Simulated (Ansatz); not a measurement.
**4 guesses for Tl3Sb2Mo and where they end**

Method: DFT PBE, scalar-relativistic, plane waves, PAW in Ansatz. All cells share a 420 eV cutoff and Γ-centred k meshes spaced at most about 0.3 Å⁻¹ (about 0.25 or finer for metals, 2π included). Collinear spin in cells that started with moments and kept them past the coarse steps, no spin elsewhere.

Each guess was relaxed in cell and atoms at zero pressure, within the symmetry of its start. These are static total energies at zero pressure. Coordination counts Sb atoms around Mo and Tl (those within 1.25 times the shortest such distance or 1.15 times the sum of covalent radii; the shortest distance is added where it is long for a bond; a slash parts the counts of unlike sites).

```json
{"guess": "1", "made from": "random cell", "start group": "R-3m", "V start (Å³/atom)": "31.0", "end group": "R-3m", "V end (Å³/atom)": "31.2", "coordination at the end": "Tl 6 from 3.8 Å, Mo 2", "gap on mesh (eV)": "0", "largest moment (μB)": "-", "E over the lowest end (meV/atom)": "31"}
{"guess": "2", "made from": "SmAl3Pd2 type", "start group": "P6/mmm", "V start (Å³/atom)": "29.9", "end group": "P6/mmm", "V end (Å³/atom)": "30.6", "coordination at the end": "Tl 4 from 3.5 Å, Mo 6", "gap on mesh (eV)": "0", "largest moment (μB)": "3.1", "E over the lowest end (meV/atom)": "351"}
{"guess": "3", "made from": "Ho2AlFe3 type", "start group": "R-3m", "V start (Å³/atom)": "30.3", "end group": "?", "V end (Å³/atom)": "?", "coordination at the end": "?", "gap on mesh (eV)": "?", "largest moment (μB)": "?", "E over the lowest end (meV/atom)": "?"}
{"guess": "4", "made from": "random cell", "start group": "P4/mmm", "V start (Å³/atom)": "32.2", "end group": "P4/mmm", "V end (Å³/atom)": "26.4", "coordination at the end": "Tl 4/8 from 3.6 Å, Mo 2", "gap on mesh (eV)": "0", "largest moment (μB)": "0.0", "E over the lowest end (meV/atom)": "0"}
```

Guess 3 as it starts:

```yaml
crystal:
  lattice:
    - [3.17051, 1.83049, 5.22300]
    - [-3.17051, 1.83049, 5.22300]
    - [0.00000, -3.66099, 5.22300]
  atoms:
    - { symbol: Tl, position: [0.00000, 0.50000, 0.00000] }
    - { symbol: Tl, position: [0.00000, 0.00000, 0.50000] }
    - { symbol: Tl, position: [0.50000, 0.00000, 0.00000] }
    - { symbol: Sb, position: [0.37773, 0.37773, 0.37773] }
    - { symbol: Sb, position: [0.62227, 0.62227, 0.62227] }
    - { symbol: Mo, position: [0.00000, 0.00000, 0.00000] }
```

Question: Fill in the missing row: what does this guess relax into, and where does it rank?

Answer: It ends in space group R-3m (No. 166), with a = 6.612 Å, c = 13.044 Å, 27.4 Å³/atom and no gap, with moments up to 1.7 μB. It lies 84 meV/atom over the lowest end, above guess 1 and below guess 2. Counting Sb atoms around Mo and Tl, this end has Tl 6 from 3.5 Å, Mo 6 from 3.9 Å and the lowest (guess 4) has Tl 4/8 from 3.6 Å, Mo 2. This end holds Sb–Sb pairs (shortest 2.92 Å); in the lowest (guess 4) the shortest Sb–Sb distance is 3.84 Å.

```
CELL_PARAMETERS angstrom
3.30596 1.90869 4.34805
-3.30596 1.90869 4.34805
0.00000 -3.81739 4.34805
ATOMIC_POSITIONS crystal
Tl 0.00000 0.50000 0.00000
Tl 0.00000 0.00000 0.50000
Tl 0.50000 0.00000 0.00000
Sb 0.38799 0.38799 0.38799
Sb 0.61201 0.61201 0.61201
Mo 0.00000 0.00000 0.00000
```

Formation energies are uncorrected and refer to the elements' standard structures at the same level.

Question: Is the lowest end bound against the elements?

Answer: No: its formation energy is +0.49 eV/atom. The separate elements lie lower, so it is unstable against them.

Spin–orbit coupling, which can matter for Sb and Tl, is left out. The magnetic state reached may not be the lowest. Cells relaxed within their symmetry can be saddle points. A lower structure may well exist outside this small set. Some candidate types were left out of the draw beforehand, so a known form may be missing.
